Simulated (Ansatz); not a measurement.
LaPt5 in space group P6/mmm (No. 191; La on 1a, Pt on 2c, Pt on 3g), PBE (plane waves, PAW; program Ansatz), all energies at zero smearing, with the estimated change up to a 700 eV cutoff added, with one set of potentials and settings (totals compare only within such a set). Cell of 6 atoms (1 La, 5 Pt): -68869.712 eV.

```tsv
element	reference phase	E (eV/atom)
La	P6_3/mmc, 4 atoms in the cell	-6250.0953
Pt	Fm-3m, 1 atoms in the cell	-12523.0127
```

Formation energy per atom, worked out: (-68869.712 − 1×(-6250.0953) − 5×(-12523.0127))/6 = -0.759 eV/atom (-73 kJ per mol of atoms), at 0 K, without zero-point energy or fitted corrections.

The workflow started from a Materials Project entry (that database holds measured and hypothetical structures alike); the Crystallography Open Database files this formula in space group No. 191, but the cells were not matched. Its standing as an ambient phase is unchecked. The cell was relaxed with PBE under the symmetry of its start; its stability against distortions is not shown here. No spin polarisation was allowed. The references are the lowest solids computed at this level, not always the standard phases. Spin–orbit coupling is left out wherever it is not named.

Potentials: the later of the program's two PAW sets.
